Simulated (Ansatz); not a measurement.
NiPt (P4/mmm); start Ni1↑ Ni2↑ Pt3↑ Pt4↓.

```yaml
crystal:
  lattice:
    - [0.00000, 0.00000, 3.57832]
    - [2.70994, 0.00000, 0.00000]
    - [0.00000, 5.41988, 0.00000]
  atoms:
    - { symbol: Ni, position: [0.50000, 0.50000, 0.25000] }
    - { symbol: Ni, position: [0.50000, 0.50000, 0.75000] }
    - { symbol: Pt, position: [0.00000, 0.00000, 0.00000] }
    - { symbol: Pt, position: [0.00000, 0.00000, 0.50000] }
```

The geometry is a structure from the Materials Project, repeated to hold the magnetic orders, held fixed and not relaxed.

Settings: LDA, 7×10×5 k mesh, Fermi–Dirac smearing of 0.1 eV. AE-PAW is all-electron PAW in Ansatz 0.2.0 on datasets made for the crystal. Site moments are integrated in spheres about the atoms. Start moments (μB): Ni1 0.6, Ni2 0.6, Pt3 0.2, Pt4 -0.2.

Iteration by iteration:

```csv
iteration,Harris–Foulkes energy less the last (meV),density residual (eV),M (μB),∫|m| (μB)
1,-3399.463,1.3e+01,1.5006,1.5294
2,-2434.686,1.4e+01,0.8259,0.8633
3,-1158.866,4.7e+00,1.3931,1.4340
4,311.315,2.8e-01,1.3932,1.4402
5,44.698,6.5e-02,1.4326,1.4910
6,15.655,3.3e-02,1.4467,1.5089
7,11.356,3.4e-03,1.4304,1.4968
8,3.043,3.4e-03,1.4336,1.5013
9,1.464,2.0e-03,1.4385,1.5073
10,0.993,1.5e-05,1.4504,1.5201
11,0.655,9.3e-06,1.4568,1.5274
12,0.574,1.9e-05,1.4676,1.5394
13,0.479,2.4e-06,1.4748,1.5472
14,0.392,1.1e-06,1.4813,1.5541
15,0.278,1.6e-06,1.4863,1.5596
16,0.121,1.7e-06,1.5050,1.5801
17,0.020,4.5e-04,1.5264,1.6028
18,0.064,1.2e-05,1.5244,1.6011
19,0.003,8.4e-06,1.5700,1.6501
20,0.000,4.2e-06,1.5826,1.6636
21,0.000,2.1e-06,1.5803,1.6611
22,0.000,3.1e-06,1.5814,1.6622
23,0.000,6.4e-08,1.5812,1.6620
24,0.000,3.1e-09,1.5812,1.6620
```

Site moments (μB): Ni1 0.56, Ni2 0.56, Pt3 0.25, Pt4 0.25. Cell moment 1.58 μB.

The Ansatz runs typed with the search for lower states off end where their start leads. Spin–orbit coupling is left out although heavy atoms are present. These are results for the start and cell typed. The real compound can order otherwise, in a larger cell, or not at all, since semilocal functionals at zero temperature often overstate magnetism.
